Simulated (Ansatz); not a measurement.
Put AlCo2 in P6/mmm (No. 191): Al on 1a; Co on 2d.

Theory: DFT PBE, scalar-relativistic, plane waves, PAW (Ansatz 0.2.0). Cutoff 420 eV, Γ-centred mesh, Gaussian smearing, collinear spin.

Energies over the elements count from the elements' standard structures at the same level, with no fitted energy shifts.

Q: Predict the relaxed structure.

A:

Space group P6/mmm (No. 191). a = 4.010 Å, b = 4.010 Å, c = 2.571 Å, α = 90.00°, β = 90.00°, γ = 120.00°
```csv
atom,site,symmetry,x,y,z
Al,1a,6/mmm,0.0000,0.0000,0.0000
Co,2d,-6m2,0.3333,0.6667,0.5000
```

Al has 2 Al at 2.57 Å and 12 Co at 2.65 Å; Co has 3 Co at 2.32 Å, 2 Co at 2.57 Å and 6 Al at 2.65 Å. Another local minimum with the same sites may exist.

Q: And its energy and gap?

A: The energy over the elements is −0.15 eV/atom, the gap on the 12×12×18 mesh of the 3-atom cell is 0 eV (a metal) and the net moment per atom is 0.79 μB. The moment by site is Co 1.2 (×2) μB. Whether it is stable depends on the other phases of the system, which aren't compared here.

The last run used collinear spin and Gaussian smearing of 0.10 eV. The magnetic state reached may not be the lowest. Symmetry constrained the relaxation, so the result can be a saddle point. Site moments count only spheres around the atoms; the net moment includes the space between them.
